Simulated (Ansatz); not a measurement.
A trial cell of Li2CuIrC6N6, before relaxation:

```
Li Cu Ir C N
1.0
     0.00000    5.09450    5.09450
     5.09450    0.00000    5.09450
     5.09450    5.09450    0.00000
Li Cu Ir C N
2 1 1 6 6
Cartesian
  2.5473 2.5473 2.5473
  7.6418 7.6418 7.6418
  0.0000 0.0000 0.0000
  5.0945 5.0945 5.0945
  1.9170 5.0945 5.0945
  5.0945 1.9170 5.0945
  5.0945 5.0945 1.9170
  8.2720 5.0945 5.0945
  5.0945 8.2720 5.0945
  5.0945 5.0945 8.2720
  3.0870 5.0945 5.0945
  5.0945 3.0870 5.0945
  5.0945 5.0945 3.0870
  7.1020 5.0945 5.0945
  5.0945 7.1020 5.0945
  5.0945 5.0945 7.1020
```

The calculation used DFT PBE, scalar-relativistic, plane waves, PAW in Ansatz. Cutoff 420 eV, Gaussian smearing, Γ-centred meshes. Cell and atoms relax first on a coarse mesh and then on a converged one. In between, the cell is made exact in the group found at 0.06 Å. The steps can't lower the symmetry of their start, moments included. Collinear spin, starting moments 0 0 1 -1 0 0 0 0 0 0 0 0 0 0 0 0 μB in the order of the atoms; they died out on the coarse mesh, so the last step has no spin.

A guess keeps its type if space group and coordination stay and the shape of the cell changes little (axis ratios within about 15 %, angles within 6°); the volume may change.

Problem. Does it keep its structure type, or change into something else?

Solution. It keeps its type. The symmetry stays Fm-3m (No. 225). The volume per atom grows by 17.7 %, from 16.5 to 19.5 Å³. The shortest distance goes from 1.17 Å (C–N) to 1.18 Å (C–N). Counting neighbours within 15 % of an atom's shortest distance, the start has C 1, Cu 6, Ir 6, Li 24, N 1 and the end C 1, Cu 6, Ir 6, Li 24, N 1.

Formation energies are uncorrected and refer to the elements' standard structures at the same level (N₂ as a molecule).

Problem. At what energy does it end?

Solution. +0.494 eV/atom. It can't be a ground state, since the elements alone are lower.

The last run used a 6×6×6 mesh for its 16-atom cell and Gaussian smearing of 0.02 eV. These runs have no spin–orbit coupling, which can matter for Ir. The reference form of C is held partly by dispersion forces, which this level lacks. Symmetry constrained the relaxation, so the result can be a saddle point.
